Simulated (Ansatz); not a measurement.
SrBi$_{3}$ (Cu3Au type, Pm-3m), PBE in the plane-wave PAW code Ansatz, all energies at zero smearing, with the estimated change up to a 700 eV cutoff added, with one set of potentials and settings (totals compare only within such a set). Cell of 4 atoms (1 Sr, 3 Bi): -40735.647 eV.

```
element            reference phase  E (eV/atom)
-------  -------------------------  -----------
Sr       C2/m, 3 atoms in the cell   -3544.2201
Bi       R-3m, 2 atoms in the cell  -12396.5536
```

Formation energy per atom, worked out: (-40735.647 − 1×(-3544.2201) − 3×(-12396.5536))/4 = -0.441 eV/atom (-43 kJ per mol of atoms), at 0 K, without zero-point energy or fitted corrections.

The workflow started from a Materials Project entry (that database holds measured and hypothetical structures alike); the Crystallography Open Database copy checked does not list it. With Sr and Bi taken as one species the cell has the higher symmetry Fm-3m, so it may be an ordered model of a mixed-site phase. Whether it is the stable phase at ambient conditions was not checked. The PBE relaxation kept the symmetry of its start; whether a distortion lowers the energy is not shown. The references are the lowest solids computed at this level, not always the standard phases. Scalar-relativistic: spin–orbit coupling is off unless named, which matters more the heavier the elements.

Potentials: the later of the program's two PAW sets.
